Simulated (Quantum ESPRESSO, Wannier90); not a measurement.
# Rh (fcc (Cu type)): Wannier90 run

```yaml
crystal:
  lattice:
    - [0.00000, 1.90298, 1.90298]
    - [1.90298, 0.00000, 1.90298]
    - [1.90298, 1.90298, 0.00000]
  atoms:
    - { symbol: Rh, position: [0.00000, 0.00000, 0.00000] }
```

Cell from Materials Project (mp-74), symmetrised, no further relaxation. This is the element's usual structure. Level: PBEsol, no spin polarisation, no spin-orbit coupling; pw.x of Quantum ESPRESSO at 71 Ry with PseudoDojo potentials, 12×12×12 k-points, Wannier90. Density: 18×18×18 mesh, cold smearing 0.01 Ry.

Functional, cutoff and mesh named above are those of the base row (12×12×12); the first column says what each row takes instead. Model: 9 functions from bands 5-21, start hydrogen-like Rh: s;p;d, centres 0.05 Å off the atoms, frozen window tied to the conduction edge or Fermi level of each row, as listed, which moves Ω_I and hoppings a little by itself. Energies are relative to the Fermi level; the misfit is to pw.x on a path, for states up to 1.0 eV relative to the Fermi level. Only the mesh of Bloch states changes. The disentangled Ω_I can sit in another minimum from row to row.

```csv
mesh,frozen to (eV),Ω_I (Å²),rms misfit (meV),k-points (cost),rough cost of nscf and overlaps (first row = 1)
5×5×5,1.50,6.04,18,125,1.0
6×6×6,1.50,6.84,12,216,1.3
8×8×8,1.50,…,4.8,512,3
10×10×10,1.50,7.31,2.8,1000,6
12×12×12,1.50,7.38,2.2,1728,11
```

**Question.** Complete the blanks.

**Answer.** 
- 8×8×8, Ω_I (Å²): 7.16
